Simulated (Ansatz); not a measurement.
Lattice vibrations of HfN at Γ at 12 GPa

All numbers below come from DFT PBEsol, scalar-relativistic, plane waves, PAW (Ansatz 0.2.0). Plane waves to 420 eV; Γ-centred k mesh 16×16×16; Fermi-Dirac smearing of 0.15 eV. No spin polarisation. Phonons by linear response, acoustic sum rule imposed.

The cell, relaxed at 12 GPa:
```
Hf N
1.0
     0.00000    2.22211    2.22211
     2.22211    0.00000    2.22211
     2.22211    2.22211    0.00000
Hf N
1 1
Direct
  0.00000 0.00000 0.00000
  0.50000 0.50000 0.50000
```

In a metal, frequencies and elastic constants depend on the k mesh and the smearing, soft modes and shear constants most. Spin polarisation was left out, and a magnetic state may lie lower. Spin–orbit coupling is left out, which can shift energies with elements as heavy as these.

Optical modes at Γ; i marks an imaginary frequency:
```tsv
frequency (meV)	degeneracy
66.8	3
```

All 3 optical modes at Γ are real: no displacement of atoms at fixed cell lowers the energy to second order. Strains and modes at other wave vectors aren't tested by this run.

Cost: 1 run of about 0.94 core-minutes, on Arm Neoverse V1 (shared hosts).